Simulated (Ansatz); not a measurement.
Relaxed-ion elastic tensor of TiPd (CsCl type, Pm-3m) in GPa (Voigt order), plane-wave PAW LDA (Ansatz code); density 8.58 g/cm³, 14.93 Å³ per atom.

```
 151   200   200   0.0   0.0   0.0
 200   151   200   0.0   0.0   0.0
 200   200   151   0.0   0.0   0.0
 0.0   0.0   0.0  52.6   0.0   0.0
 0.0   0.0   0.0   0.0  52.6   0.0
 0.0   0.0   0.0   0.0   0.0  52.6
```

Problem. Is the crystal mechanically stable?

Solution. No: the smallest eigenvalue of C is -49.0 GPa.

The workflow started from an entry of the Crystallography Open Database (COD). Whether it is the stable phase at ambient conditions was not checked. Symmetry was held in the LDA relaxation. At this level the phase is mechanically unstable. The run is not spin-polarised. As this level gives no gap, shear constants depend on the k-mesh and smearing (Fermi–Dirac, 0.1 eV here).

Potentials: the later of the program's two PAW sets.
